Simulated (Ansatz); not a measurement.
An Ansatz (a program for electronic structure) run. Input:

Ansatz 0.2 input:
```yaml
crystal:
  lattice:
    - [0.0, 2.4098587958, 2.4098587958]
    - [2.4098587958, 0.0, 2.4098587958]
    - [2.4098587958, 2.4098587958, 0.0]
  atoms:
    - { symbol: Co, position: [0.0, 0.0, 0.0] }
    - { symbol: W, position: [0.5, 0.5, 0.5] }
kpoints:
  mp_grid: { grid: [15, 15, 15] }
hamiltonian:
  xc: pbesol
  pseudopotentials: { kind: paw }
scf:
  occupations: { method: fermi_dirac, width: 0.1 }
phonons:
  method: dfpt
  response_accuracy: low
  eigenvectors: true
  rigid_motions: translations
```

Output (shortened):

```
Pseudopotential: Co, paw, valence charge 17
Pseudopotential: W, paw, valence charge 14
Functional definition: PBEsol
Crystal: 2 atoms, lattice volume = 27.990 Å³
Basis set: ecut = 420 eV, 537 PW (Γ), exchange–correlation on 48×48×48 points (8 copies of the dense FFT grid, shifted against one another)
Bands: 20, of which v1, the nominal top of the filled ones, is band 16 counted from 1 (15 counted from 0)
Symmetry: 48 space group operations
k-points: 288 of 3375 (irreducible under 8 space group operations, time reversal used)
SCF iter   1: F=—  HF=-15347.920757 eV  |F-HF|=—  |Δ(HF+E_count)|=         —  Δρ=3.77e-2  dr2=2.61e-1  ethr=1.77e-3  ⟨swp⟩=4.9  Hψ=22462  notcnv=0
preconditioner: auto → Kerker (q_TF=auto, 2.775 Å⁻¹)
SCF iter   2: F=—  HF=-15347.900557 eV  |F-HF|=—  |Δ(HF+E_count)|=   2.02e-2  Δρ=1.33e-2  dr2=3.75e-2  ethr=8.41e-4  ⟨swp⟩=2.0  Hψ=8891  notcnv=0
SCF iter   3: F=—  HF=-15347.896908 eV  |F-HF|=—  |Δ(HF+E_count)|=   3.65e-3  Δρ=2.13e-3  dr2=1.47e-3  ethr=1.21e-4  ⟨swp⟩=1.0  Hψ=5760  notcnv=0
SCF iter   4: F=—  HF=-15347.896750 eV  |F-HF|=—  |Δ(HF+E_count)|=   1.58e-4  Δρ=4.52e-4  dr2=2.32e-5  ethr=4.74e-6  ⟨swp⟩=2.1  Hψ=6996  notcnv=0
SCF iter   5: F=—  HF=-15347.896774 eV  |F-HF|=—  |Δ(HF+E_count)|=   2.37e-5  Δρ=8.19e-5  dr2=1.34e-6  ethr=7.49e-8  ⟨swp⟩=2.0  Hψ=10224  notcnv=0
SCF iter   6: F=—  HF=-15347.896771 eV  |F-HF|=—  |Δ(HF+E_count)|=   2.83e-6  Δρ=3.72e-5  dr2=3.50e-7  ethr=4.32e-9  ⟨swp⟩=2.3  Hψ=9843  notcnv=0
SCF iter   7: F=—  HF=-15347.896771 eV  |F-HF|=—  |Δ(HF+E_count)|=   4.86e-8  Δρ=7.06e-6  dr2=1.10e-8  ethr=1.13e-9  ⟨swp⟩=1.3  Hψ=5951  notcnv=0
SCF iter   8: F=—  HF=-15347.896771 eV  |F-HF|=—  |Δ(HF+E_count)|=  6.46e-10  Δρ=2.09e-6  dr2=9.58e-10  ethr=3.54e-11  ⟨swp⟩=1.9  Hψ=6615  notcnv=0
SCF iter   9: F=-15347.896771 eV  HF=-15347.896771 eV  |F-HF|=1.09e-11  |Δ(HF+E_count)|=  8.55e-11  Δρ=1.57e-7  dr2=4.88e-12  ethr=1.00e-12  ⟨swp⟩=5.8  Hψ=28148  notcnv=0
SCF 1 converged in 9 iterations: F = -15347.896771 eV  dr2 = 4.88e-12
DFPT response loops at Γ: preconditioner auto → Kerker (q_TF=auto, 2.775 Å⁻¹) (partly filled bands, converged f_vac=0.000) …
SCF converged after 9 iterations
Free energy (F): -15347.896771 eV
Harris-Foulkes:  -15347.896771 eV  (|F-HF|=1.09e-11)
Internal energy: -15347.813977 eV  (E = F + TS)
E sigma→0 (E₀):  -15347.855374 eV
Entropy (-TS):   -0.082794 eV (-41.397 meV/atom)
Fermi energy:    19.934977 eV
--- Per-component energies (eV) ---
  E_band       = -349.706695
  E_kinetic    = 909.212070
  E_local      = -3897.521828  (includes V_loc(G=0)·N_el)
  E_nonlocal   = 460.182403
  E_hartree    = 1620.995308
  E_xc         = -423.237072
  E_vxc        = -443.616594  (∫ρ·V_xc dr)
  E_paw        = -9921.228175  (= ΣΔE_a)
  E_vpaw       = -619.953244  (= ΣTr[D̂ρ^β])
  E_aug_tail   = 0.000016  (compensation charges beyond the density's cutoff)
  E_ewald      = -4096.626911
  E_core_change = 0.410211  (= ΣΔE_core)
  E_smearing   = -0.082794  (= −TS)
  E_closure    =  0.000000  (closes the sum)
  Σ components = -15347.896771   (vs F -15347.896771, Δ=0.00e0)
  [band-id]    e_kinetic+e_local+e_nonlocal+2·e_hartree+e_vxc+e_vpaw+e_augmentation_tail = -349.706560   (vs E_band -349.706695, Δ=1.36e-4)
--- Band table (eV; the first three rows and the last of 288) ---
  k-point 0: bands = ["-75.0527", "-54.5078", "-38.5066", "-38.5066", "-38.5066", "-18.6491", "-18.6491", "-18.6491", "10.7364", "15.4302", "15.4302", "15.7162", "15.7162", "15.7162", "21.6916", "21.6916", "21.6916", "23.7296", "23.7296", "29.1598"]
  k-point 1: bands = ["-75.0527", "-54.5075", "-38.5068", "-38.5067", "-38.5067", "-18.6581", "-18.6511", "-18.6511", "10.8544", "15.4821", "15.4821", "15.7064", "15.7788", "15.7788", "21.5790", "21.6491", "21.6491", "23.5173", "23.5173", "29.3702"]
  k-point 2: bands = ["-75.0526", "-54.5067", "-38.5071", "-38.5068", "-38.5068", "-18.6836", "-18.6568", "-18.6568", "11.2008", "15.6339", "15.6339", "15.6849", "15.9652", "15.9652", "21.2724", "21.5025", "21.5025", "22.9974", "22.9974", "29.6677"]
  k-point 287: bands = ["-75.0515", "-54.4973", "-38.5158", "-38.5149", "-38.5078", "-18.7732", "-18.7678", "-18.7352", "15.4064", "15.6147", "15.8070", "16.4456", "17.9197", "18.4320", "18.6941", "19.9890", "20.2151", "21.7372", "23.8631", "23.9652"]
--- Phonons (Γ-DFPT): 2 representative perturbations + reference, on 288 of 3375 k-points (Σ response iterations 6) ---
  ASR residual: 9.931e-4 → 0.000e0 eV/Å²; symmetrization residual: 9.903e-5 eV/Å²
  ASR residual per site (eV/Å²): 9.93e-4 5.93e-4
  Γ frequencies (cm⁻¹): 0.00 0.00 0.00 167.54 167.54 167.54
  non-analytic LO–TO correction: not included (Born effective charges unavailable; polar crystals: no LO–TO splitting at Γ)
```

Cost: around 30 core-seconds (rough) on shared cores.

Space group Fm-3m (rock salt). The start of the workflow was typed in or built on a structure type; neither database checked (COD, Materials Project) lists it. Its standing as an ambient phase is unchecked. The cell was relaxed with PBEsol under the symmetry of its start. At this level the phase is mechanically unstable. No spin polarisation was allowed. Its formation energy is positive at this level, so the cell may be metastable or incomplete. As this level gives no gap, phonon frequencies hold no LO–TO term and depend on the k-mesh and smearing (Fermi–Dirac, 0.1 eV here). Scalar-relativistic: spin–orbit coupling is off unless named, which matters more the heavier the elements.

Potentials: the later of the program's two PAW sets.

Ansatz is a plane-wave DFT program.
